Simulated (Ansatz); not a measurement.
A relaxed structure of HfCdO3. Method: r2SCAN (plane waves to 500 eV, PAW, scalar-relativistic; Ansatz, an electronic-structure program).

```cif
data_Cd4Hf4O12
_chemical_formula_sum 'Cd4 Hf4 O12'
_space_group_name_H-M_alt 'P 1'
_space_group_IT_number 1
_cell_length_a 5.66561
_cell_length_b 7.97816
_cell_length_c 5.50463
_cell_angle_alpha 90.000
_cell_angle_beta 90.000
_cell_angle_gamma 90.000
loop_
_space_group_symop_operation_xyz
  'x, y, z'
loop_
_atom_site_label
_atom_site_type_symbol
_atom_site_fract_x
_atom_site_fract_y
_atom_site_fract_z
_atom_site_occupancy
Cd1 Cd 0.45507 0.25000 0.99011 1
Cd2 Cd 0.95507 0.25000 0.50989 1
Cd3 Cd 0.54493 0.75000 0.00989 1
Cd4 Cd 0.04493 0.75000 0.49011 1
Hf1 Hf 0.00000 0.00000 0.00000 1
Hf2 Hf 0.50000 0.50000 0.50000 1
Hf3 Hf 0.00000 0.50000 0.00000 1
Hf4 Hf 0.50000 0.00000 0.50000 1
O1 O 0.04843 0.25000 0.10968 1
O2 O 0.54843 0.25000 0.39032 1
O3 O 0.95157 0.75000 0.89032 1
O4 O 0.45157 0.75000 0.60968 1
O5 O 0.30667 0.55846 0.18967 1
O6 O 0.80667 0.94154 0.31033 1
O7 O 0.69333 0.05846 0.81033 1
O8 O 0.19333 0.44154 0.68967 1
O9 O 0.69333 0.44154 0.81033 1
O10 O 0.19333 0.05846 0.68967 1
O11 O 0.30667 0.94154 0.18967 1
O12 O 0.80667 0.55846 0.31033 1
```

### Question
Determine the symmetry and give the standard cell with its independent sites.

### Answer
Space group Pnma (No. 62); a = 5.6656 Å, b = 7.9782 Å, c = 5.5046 Å, α = 90.00°, β = 90.00°, γ = 90.00°

```json
[
 {"atom": "Cd", "site": "4c", "symmetry": ".m.", "x": "0.0449", "y": "0.7500", "z": "0.4901"},
 {"atom": "Hf", "site": "4a", "symmetry": "-1", "x": "0.0000", "y": "0.0000", "z": "0.0000"},
 {"atom": "O", "site": "4c", "symmetry": ".m.", "x": "0.0484", "y": "0.2500", "z": "0.1097"},
 {"atom": "O", "site": "8d", "symmetry": "1", "x": "0.1933", "y": "0.0585", "z": "0.6897"}
]
```

This is the AFLOW prototype AB3C_oP20_62_c_cd_a (as in CaTiO3).

### Question
Give the shortest distances between elements (the closest pairs, up to four, under 3.6 Å).

### Answer
Hf–O 2.08 Å; Cd–O 2.27 Å; O–O 2.89 Å; Cd–Hf 3.26 Å.

| Item | Result |
|---|---|
| Volume per atom | 12.44 Å³ |
| Band gap | 3.09 eV, direct at Γ (no spin-orbit coupling) |

No spin polarisation in the result.

The run could not lose the symmetry of its start.

The first start was generated by placing the elements on the sites of a structure type. Materials Project lists a structure of HfCdO3 in the same space group, Pnma (No. 62); the sites were not compared with it, nor with measured phases.
